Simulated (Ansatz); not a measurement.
Cu (fcc, Cu type)

```xyz
1
Lattice="0.0000 1.8148 1.8148 1.8148 0.0000 1.8148 1.8148 1.8148 0.0000" Properties=species:S:1:pos:R:3 pbc="T T T"
Cu     0.0000     0.0000     0.0000
```

The slice is a {111} plane (indices of the conventional cell) through the point (0.000, 0.000, 0.000) (fractional), spanned by u = [100] and v = [-1 2 0] in vectors of this cell: u (2.57 Å) and v (4.45 Å, at 90° to u). It covers one period; positions are fractions (u, v).

The numbers are results of PBE (plane waves to 420 eV, PAW, scalar-relativistic; Ansatz, a first-principles code), not measurements. k mesh 22×22×22. These are valence fields of a PAW run, semicore shells included where kept as valence: close to a nucleus they are smooth pseudo fields. Cu is run without spin polarisation. Cu was relaxed with its symmetry unable to fall.

Problem. What is the valence density on the shortest Cu–Cu line in this plane (2.57 Å), at its midpoint?

Solution. 0.26 e/Å³.

Problem. What is the ELF at the midpoint of the shortest Cu–Cu line in this plane (2.57 Å)?

Solution. 0.22.

Problem. Sketch the electron localisation function (ELF) on this plane as a map.

Solution. 
```
v \ u  0.00  0.11  0.22  0.33  0.44  0.56  0.67  0.78  0.89
-----  ----  ----  ----  ----  ----  ----  ----  ----  ----
0.88   0.29  0.24  0.18  0.17  0.24  0.24  0.17  0.18  0.24
0.75   0.18  0.20  0.22  0.21  0.19  0.19  0.21  0.22  0.20
0.62   0.26  0.19  0.17  0.21  0.28  0.28  0.21  0.17  0.19
0.50   0.22  0.17  0.20     x     x     x     x  0.20  0.17
0.38   0.26  0.19  0.17  0.21  0.28  0.28  0.21  0.17  0.19
0.25   0.18  0.20  0.22  0.21  0.19  0.19  0.21  0.22  0.20
0.12   0.29  0.24  0.18  0.17  0.24  0.24  0.17  0.18  0.24
0.00      x     x  0.28  0.17  0.19  0.19  0.17  0.28     x
```

Values: electron localisation function (ELF). Points within 0.5 Å of a nucleus are blanked (x), as the pseudised field means little there.
